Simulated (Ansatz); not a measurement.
Task: Each is relaxed and computed with plane-wave PAW PBE (Ansatz code). Which is the only metal?
A) GeS2, anatase
B) GeRh, CsCl type
C) GeSe, wurtzite
D) GeS, P4/nmm (Ge on 2c, S on 2a)

Result: B, GeRh, CsCl type. GeRh: metal; GeSe: gap 0.91 eV (indirect); GeS2: gap 0.59 eV (indirect); GeS: gap 0.53 eV (indirect). Constructed cells (a structure type filled with these elements, in neither database checked): GeRh, CsCl type; GeSe, wurtzite; GeS2, anatase; GeS, P4/nmm (Ge on 2c, S on 2a). Not the usual ambient phase: GeSe, wurtzite. Weakly bound layers, chains or molecules computed without a dispersion correction, so cells and soft constants are ill determined: GeS, P4/nmm (Ge on 2c, S on 2a). All cells were relaxed under the symmetry of their starts (and spin orders); stability against distortions was not tested throughout. Rows with no word on spin ran without spin polarisation. Scalar-relativistic: spin–orbit coupling is off unless named, which matters more the heavier the elements.

Potentials: the later of the program's two PAW sets.
